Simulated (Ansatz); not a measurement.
BP in space group P6_3/mmc (No. 194; B on 2c, P on 2d), PBE+D3(BJ) in the plane-wave PAW code Ansatz. The conduction-band minimum lies at M, with 3 equivalent valleys. Second derivatives d²E/dk² of the lowest band at one valley (eV·Å²), along Cartesian directions:

```
direction  d²E/dk²
---------  -------
[100]        1.936
[010]        36.25
[001]        5.155
[110]        19.08
[101]        3.541
[011]        20.71
```

Find the principal effective masses, the density-of-states mass and the conductivity mass.

Off-diagonal terms follow from H_xy = H[110] − (H_xx + H_yy)/2, and m*/mₑ = 7.620 eV·Å² over each eigenvalue: 0.21, 1.5, 3.9. One valley's DOS mass (m₁m₂m₃)^(1/3) = 1.1, conductivity mass 3/(Σ 1/mᵢ) = 0.53 mₑ.

What effective density of states Nc follows at 300 K for parabolic valleys?

Nc = 2.509e19 × 3 × (1.1)^(3/2) ≈ 8.7e19 cm⁻³.

The start of the workflow was typed in or built on a structure type; neither database checked (COD, Materials Project) lists it. It is not the phase usual at ambient conditions (space group No. 216). Symmetry was held in the PBE+D3(BJ) relaxation; whether a distortion lowers the energy is not shown.

Potentials: the earlier of the program's two PAW sets.

Edges and masses are those of Kohn–Sham bands, whose gap is no quasiparticle gap.
